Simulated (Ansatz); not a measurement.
PbS in space group P6_3mc (No. 186; Pb on 2a, S on 2b), DFT-r²SCAN+D4 in the program Ansatz with PAW potentials. The conduction-band minimum lies at M, with 3 equivalent valleys. Second derivatives d²E/dk² of the lowest band at one valley (eV·Å²), along Cartesian directions:

| direction | d²E/dk² |
|---|---|
| [100] | 50.24 |
| [010] | 8.741 |
| [001] | 43.67 |
| [110] | 29.51 |
| [101] | 46.89 |
| [011] | 26.21 |

Problem. Find the principal effective masses, the density-of-states mass and the conductivity mass.

Solution. Off-diagonal terms follow from H_xy = H[110] − (H_xx + H_yy)/2, and m*/mₑ = 7.620 eV·Å² over each eigenvalue: 0.15, 0.17, 0.87. One valley's DOS mass (m₁m₂m₃)^(1/3) = 0.28, conductivity mass 3/(Σ 1/mᵢ) = 0.22 mₑ.

Problem. What effective density of states Nc follows at 300 K for parabolic valleys?

Solution. Nc = 2.509e19 × 3 × (0.28)^(3/2) ≈ 1.1e19 cm⁻³.

The first step of the workflow began from a Materials Project structure, measured or hypothetical; the Crystallography Open Database copy checked does not list it. It is not the phase usual at ambient conditions (space group No. 225). Symmetry was held in the r²SCAN+D4 relaxation; of distortions, only those at the zone centre were tested. Spin–orbit coupling is left out wherever it is not named.

Potentials: the later of the program's two PAW sets.

Edges and masses are those of Kohn–Sham bands, whose gap is no quasiparticle gap.
